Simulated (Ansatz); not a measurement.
# Energy over volume and axial ratio for MnO (rock salt)

MnO (rock salt)

```xyz
2
Lattice="0.0000 2.2251 2.2251 2.2251 0.0000 2.2251 2.2251 2.2251 0.0000" Properties=species:S:1:pos:R:3 pbc="T T T"
O      0.0000     0.0000     0.0000
Mn     2.2251     2.2251     2.2251
```

Two coordinates are scanned: the volume, and the ratio of the stretch along z (the conventional c axis) to the stretch across it. Atoms keep their fractional coordinates.

Level of theory: r2SCAN (plane waves to 500 eV, PAW, scalar-relativistic; Ansatz, a first-principles code). k mesh 13×13×13 (Γ-centred), Fermi-Dirac smearing 0.05 eV. The energy includes the smearing's −TS. With partly filled bands, the response to shear is sensitive to the k mesh, so small differences along c/a are uncertain. At this level the bands of MnO touch or barely overlap; measurements give the solid a gap. MnO is run spin-polarised and with no Hubbard U; the real compound is an antiferromagnetic insulator, a state that this run doesn't describe. MnO was relaxed with its symmetry unable to fall. Relaxed MnO ends ferromagnetic. The magnetic order is the one the run started from; other orders were not tried. The zero of ΔE is the relaxed starting cell.

ΔE (meV/atom), with V/V₀ across and (c/a)/(c/a)₀ down:

```tsv
(c/a)/(c/a)₀ \ V/V₀	0.960	0.973	0.987	1.000	1.013	1.027	1.040
0.960	14	8	5	3	4	7	11
0.973	11	6	3	1	2	5	10
0.987	10	5	1	0	1	4	9
1.000	10	4	1	0	1	4	9
1.013	10	5	1	0	1	4	9
1.027	11	6	3	1	2	5	9
1.040	13	8	4	3	4	6	11
```

moment (μB/cell), with V/V₀ across and (c/a)/(c/a)₀ down:

```csv
(c/a)/(c/a)₀ \ V/V₀,0.960,0.973,0.987,1.000,1.013,1.027,1.040
0.960,4.97,4.99,4.99,5.00,5.00,5.00,5.00
0.973,4.98,4.99,4.99,5.00,5.00,5.00,5.00
0.987,4.98,4.99,5.00,5.00,5.00,5.00,5.00
1.000,4.99,4.99,5.00,5.00,5.00,5.00,5.00
1.013,4.98,4.99,5.00,5.00,5.00,5.00,5.00
1.027,4.98,4.99,4.99,5.00,5.00,5.00,5.00
1.040,4.97,4.98,4.99,5.00,5.00,5.00,5.00
```

Summary:

```
Item                                                                                             Result
-----------------------------------------------------  ------------------------------------------------
Shear modulus C′ = (C11 − C12)/2 (fit, atoms clamped)                                            44 GPa
Lowest place on the grid                                V/V₀ = 1.000, (c/a)/(c/a)₀ = 1.000 (0 meV/atom)
Highest place on the grid                              V/V₀ = 0.960, (c/a)/(c/a)₀ = 0.960 (14 meV/atom)
```

(A scan under strain: stresses follow from slopes of the energy per volume, elastic moduli from its curvatures.)
